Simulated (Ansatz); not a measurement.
An Ansatz (a program for electronic structure) run. Input:

Ansatz 0.2 input:
```yaml
crystal:
  lattice:
    - [2.0698642883, 1.195036704, 7.9334097632]
    - [-2.0698642883, 1.195036704, 7.9334097632]
    - [0.0, -2.3900734081, 7.9334097632]
  atoms:
    - { symbol: Se, position: [0.2308938375, 0.2308938375, 0.2308938375] }
    - { symbol: Se, position: [0.7691061625, 0.7691061625, 0.7691061625] }
    - { symbol: Lu, position: [0.5, 0.5, 0.5] }
    - { symbol: Rb, position: [0.0, 0.0, 0.0] }
kpoints:
  mp_grid: { grid: [8, 8, 8] }
hamiltonian:
  xc: r2scan
  pseudopotentials: { kind: paw }
scf:
  occupations: { method: fixed }
checkpoint: { read: static.run }
output: { write_density: true, elf: true, volumetric_format: npy }
basis: { fft_grid_basis: typed }
```

Output (shortened):

```
Pseudopotential: Se, paw, valence charge 16
Pseudopotential: Lu, paw, valence charge 25
Pseudopotential: Rb, paw, valence charge 9
Functional definition: r2SCAN
Crystal: 4 atoms, lattice volume = 117.743 Å³
Basis set: ecut = 500 eV, 2969 PW (Γ), exchange–correlation on 256×256×256 points (64 copies of the dense FFT grid, shifted against one another)
Bands: 40, of which v1, the nominal top of the filled ones, is band 33 counted from 1 (32 counted from 0)
Symmetry: 12 space group operations
Space group: R-3m (ITA 166), of the structure as read, at distance tolerance 4.9e-5 Å
k-points: 65 of 512
Stability of the state it starts from, as read at its close in the unpolarized treatment …
iter 1 solved again at ethr=4.17e-8 eV; its pass at ethr=3.10e-3 eV (dr2=2.75e-5 eV) is discarded
SCF iter   1: F=—  HF=-28985.810970 eV  |F-HF|=—  |Δ(HF+E_count)|=         —  Δρ=7.04e-7  dr2=7.32e-10  dr2_τ=4.30e-11  ethr=4.17e-8  ⟨swp⟩=5.3  Hψ=19319  notcnv=0  defer=319
preconditioner: auto → Resta (q_TF=auto, 2.477 Å⁻¹)
SCF iter   2: F=-28985.810971 eV  HF=-28985.810971 eV  |F-HF|=3.75e-10  |Δ(HF+E_count)|=   4.93e-7  Δρ=4.13e-7  dr2=2.80e-10  dr2_τ=5.85e-11  ethr=1.11e-12  ⟨swp⟩=15.6  Hψ=19950  notcnv=0
SCF 1 converged in 2 iterations: F = -28985.810971 eV  dr2 = 2.80e-10
SCF converged after 2 iterations
Free energy (F): -28985.810971 eV
Harris-Foulkes:  -28985.810971 eV  (|F-HF|=3.75e-10)
Internal energy: -28985.810971 eV  (E = F + TS)
E sigma→0 (E₀):  -28985.810971 eV
Fermi energy:    7.554882 eV
--- Per-component energies (eV) ---
  E_band       = -960.329118
  E_kinetic    = 851.800480
  E_local      = -15345.036220  (includes V_loc(G=0)·N_el)
  E_nonlocal   = -450.320946
  E_hartree    = 6932.171609
  E_xc         = -538.943650
  E_vxc        = -658.178128  (∫ρ·V_xc dr)
  E_paw        = -13866.644383  (= ΣΔE_a)
  E_vpaw       = 742.801575  (= ΣTr[D̂ρ^β])
  E_aug_tail   = -0.000411  (compensation charges beyond the density's cutoff)
  E_vtau       = 34.261212  (kinetic-family band-sum trace: ∫τ·v_τ [+ j·A + Jᵃ·Aᵃ] dr)
  E_ewald      = -6565.838504
  E_core_change = -2.998945  (= ΣΔE_core)
  E_smearing   =  0.000000  (= −TS)
  E_closure    = 0.000000  (closes the sum)
  Σ components = -28985.810971   (vs F -28985.810971, Δ=0.00e0)
  [band-id]    e_kinetic+e_local+e_nonlocal+2·e_hartree+e_vxc+e_vpaw+e_augmentation_tail+e_vtau = -960.329221   (vs E_band -960.329118, Δ=-1.03e-4)
--- Band table (eV; the first three rows and the last of 65) ---
  k-point 0: bands = ["-49.5700", "-39.1623", "-39.1623", "-39.1622", "-39.1622", "-39.1567", "-39.1567", "-39.1564", "-39.1564", "-39.1554", "-39.1553", "-19.7433", "-19.6223", "-19.5463", "-19.5463", "-4.9477", "-4.5409", "-3.1541", "-3.1541", "-2.8137", …
  k-point 1: bands = ["-49.5698", "-39.1623", "-39.1623", "-39.1622", "-39.1622", "-39.1567", "-39.1567", "-39.1564", "-39.1564", "-39.1554", "-39.1553", "-19.7377", "-19.6197", "-19.5579", "-19.5488", "-4.8708", "-4.4978", "-3.2097", "-3.1705", "-2.8571", …
  k-point 2: bands = ["-49.5693", "-39.1623", "-39.1622", "-39.1622", "-39.1621", "-39.1567", "-39.1566", "-39.1565", "-39.1563", "-39.1553", "-39.1553", "-19.7240", "-19.6134", "-19.5854", "-19.5547", "-4.6742", "-4.4109", "-3.3181", "-3.2099", "-2.9579", …
  k-point 64: bands = ["-49.5700", "-39.1623", "-39.1623", "-39.1622", "-39.1622", "-39.1567", "-39.1567", "-39.1564", "-39.1564", "-39.1554", "-39.1553", "-19.7445", "-19.6210", "-19.5463", "-19.5463", "-5.1394", "-4.1876", "-3.1541", "-3.1541", "-3.0121", …
```

Cost: about 30 core-seconds (a rough figure) on shared cores.

The workflow started from an entry of the Crystallography Open Database (COD, 153 K). Whether it is the stable phase at ambient conditions was not checked. Symmetry was held in the r²SCAN relaxation; its stability against distortions is not shown here. Spin–orbit coupling is left out wherever it is not named.

Potentials: the later of the program's two PAW sets.

Ansatz is a plane-wave DFT program.
